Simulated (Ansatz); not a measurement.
This run works on a generated trial structure, not on a known crystal.

Input and command of a plane-wave DFT calculation in Ansatz:

```yaml
crystal:
  lattice:
    - [3.94919086, 0.0, 0.0]
    - [0.0, 3.94919086, 0.0]
    - [0.0, 0.0, 6.62792983]
  atoms:
    - { symbol: "Y", position: [0.0, 0.0, 0.0] }
    - { symbol: Lu, position: [0.5, 0.5, 0.28674312] }
    - { symbol: Lu, position: [0.5, 0.5, 0.71325688] }
    - { symbol: O, position: [0.5, 0.5, 0.5] }
    - { symbol: O, position: [0.5, 0.5, 0.0] }
    - { symbol: O, position: [0.0, 0.5, 0.0] }
    - { symbol: O, position: [0.5, 0.0, 0.0] }
basis:
  ecutwfc: 420
kpoints:
  mp_grid: { grid: [4, 4, 3] }
hamiltonian:
  xc: pbe
scf:
  occupations: { method: gaussian, width: 0.2 }
  lower_state_search: "off"
output:
  forces: true
  stress: true
  eigenvalues: true
relax:
  adjacent_minimum: "off"
  f_tol: 0.08
  max_steps: 16
  cell: { stress_tol: 0.8 }
```

```bash
ansatz run input.yaml --threads 1 --pin off --max-ram 2560MiB --backend cpu --events-out ev --progress --plain --runs-dir out
```

Processor: Arm Neoverse V2, 1 thread, on a host shared with other jobs.

Question: How long does it run, and how much memory does it take?

Answer: About 100 s, peak memory 0.46 GiB. It solves 51 bands at 12 k points (after reduction by symmetry) with about 3363 plane waves (on the last cell), in 102 SCF iterations over 12 ionic steps.
